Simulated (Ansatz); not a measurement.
LiF (zinc blende, F-43m), PBEsol in the plane-wave PAW code Ansatz. The conduction-band minimum lies at Γ, with 1 equivalent valley. Second derivatives d²E/dk² of the lowest band at one valley (eV·Å²), along Cartesian directions:

```json
[
 {"direction": "[100]", "d²E/dk²": "9.222"},
 {"direction": "[010]", "d²E/dk²": "9.222"},
 {"direction": "[001]", "d²E/dk²": "9.222"},
 {"direction": "[110]", "d²E/dk²": "9.222"},
 {"direction": "[101]", "d²E/dk²": "9.222"},
 {"direction": "[011]", "d²E/dk²": "9.222"}
]
```

**Question.** Find the principal effective masses, the density-of-states mass and the conductivity mass.

**Answer.** Off-diagonal terms follow from H_xy = H[110] − (H_xx + H_yy)/2, and m*/mₑ = 7.620 eV·Å² over each eigenvalue: 0.83, 0.83, 0.83. One valley's DOS mass (m₁m₂m₃)^(1/3) = 0.83, conductivity mass 3/(Σ 1/mᵢ) = 0.83 mₑ.

**Question.** What effective density of states Nc follows at 300 K for parabolic valleys?

**Answer.** Nc = 2.509e19 × 1 × (0.83)^(3/2) ≈ 1.9e19 cm⁻³.

**Question.** With the computed static dielectric constant 4.41 (mean of the diagonal), estimate a hydrogenic donor's binding energy and radius.

**Answer.** E = 13.606 eV × 0.83/4.41² ≈ 580 meV; a = 0.529 Å × ε/m* ≈ 2.8 Å. Semilocal masses tend to be too small when the gap is underestimated.

**Question.** With ε∞ = 1.90 and ω_LO = 658 cm⁻¹, what Fröhlich coupling constant follows?

**Answer.** α = (1/ε∞ − 1/ε0) √(m* × 13.606 eV/ħω_LO) = 3.5.

The start of the workflow was typed in or built on a structure type; neither database checked (COD, Materials Project) lists it. It is not the phase usual at ambient conditions (space group No. 225). The cell was relaxed with PBEsol under the symmetry of its start; its stability against distortions is not shown here.

Potentials: the earlier of the program's two PAW sets. The files were generated under PBE; for other functionals the program regenerates the frozen cores, and for LDA and PBEsol the local potential too.
